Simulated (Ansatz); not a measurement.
According to DFT-PBEsol in the program Ansatz with PAW potentials, IrC in the rock salt structure (Fm-3m) relaxes to a = 4.352 Å. C has 6 nearest neighbours from 2.18 Å (octahedral). Against the elements it lies at 1.40 eV/atom, with no fitted shifts.

Electronic character: metallic (no gap). Gap from PBEsol with spin–orbit coupling: none (metallic).

An equation-of-state fit gives a bulk modulus of 344 GPa. The relaxed-ion elastic constants in GPa are C11 = 497, C12 = 271, C44 = -102.

The start of the workflow was typed in or built on a structure type; neither database checked (COD, Materials Project) lists it. Whether it is the stable phase at ambient conditions was not checked. The cell was relaxed with PBEsol under the symmetry of its start. At this level the phase is dynamically unstable (imaginary phonons). The run is not spin-polarised. Its formation energy is positive at this level, so the cell may be metastable or incomplete. As this level gives no gap, shear constants depend on the k-mesh and smearing (Fermi–Dirac, 0.1 eV here). The references are the lowest solids computed at this level, not always the standard phases. Spin–orbit coupling is left out wherever it is not named.

Potentials: the earlier of the program's two PAW sets. The files were generated under PBE; for other functionals the program regenerates the frozen cores, and for LDA and PBEsol the local potential too.
